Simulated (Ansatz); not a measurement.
Fe$_{9}$Co$_{7}$ (Pm-3m): electronic heat capacity from the density of states

The calculation used Ansatz, DFT PBEsol, scalar-relativistic, plane waves, PAW.

Cutoff 420 eV; k points 6×6×6 on the computed 16-atom cell (Γ-centred); Gaussian smearing, width 0.10 eV; collinear spin from starting moments 3.01 3.01 3.01 3.01 3.01 3.01 3.01 3.01 2.65 2 2 2 2 2 2 2 μB.

Relaxed cell: Pm-3m, a = 5.609 Å, b = 5.609 Å, c = 5.609 Å, α = 90.00°, β = 90.00°, γ = 90.00°, 16 atoms in the primitive cell. Whether it is the stable form of this composition wasn't checked.

The density of states at the Fermi level is 8.046 states/eV in the cell of 16 atoms (1 formula unit; both spins, tetrahedra on a 9×9×9 mesh). The run ends with a moment of 36.50 μB a cell (largest on a site 2.73 μB), and the figure is for this state; a paramagnetic sample can have a quite different one. Another magnetic order, if the compound takes it, can change N(E_F) and the shape of the cell a good deal.

Task: What Sommerfeld coefficient does this give?

Result: Per formula unit N(E_F) = 8.046 states/eV. γ = (π²/3) k_B² N(E_F) N_A = 2.357 mJ/(mol K²) per state/eV, so γ = 19.0 mJ/(mol K²), a mole of formula units. This is the bare band result: a measured γ of the same phase and magnetic order is as a rule larger by a factor 1 + λ from phonons and spin fluctuations. N(E_F) at one energy is sensitive to the mesh where the density of states has sharp peaks.

Only parallel moments were tried here.

Only this magnetic start was tried.

Cost: 1 run of about 3 core-minutes, on Intel Xeon 6975P-C (Granite Rapids) (shared hosts).